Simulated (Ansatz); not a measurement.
Consider the following.

MoSe (CsCl type, space group No. 221), a = 3.1347 Å, b = 3.1347 Å, c = 3.1347 Å, α = 90.00°, β = 90.00°, γ = 90.00°.

This is the r²SCAN-relaxed structure.

### Question
All from r²SCAN in the plane-wave PAW code Ansatz, unless another level is named. Estimate the bulk modulus (Birch–Murnaghan fit).

### Answer
192 GPa.

### Question
What about the elastic constants (relaxed ions, GPa)?

### Answer
C11 = 386, C12 = 93.8, C44 = 108.

Space group Pm-3m (CsCl type). A made-up cell: these elements were put on the sites of a structure type; neither database checked (COD, Materials Project) lists it. Its standing as an ambient phase is unchecked. The cell was relaxed with r²SCAN under the symmetry of its start; its stability against distortions is not shown here. The run is not spin-polarised. As this level gives no gap, shear constants depend on the k-mesh and smearing (Fermi–Dirac, 0.1 eV here).

Potentials: the earlier of the program's two PAW sets.
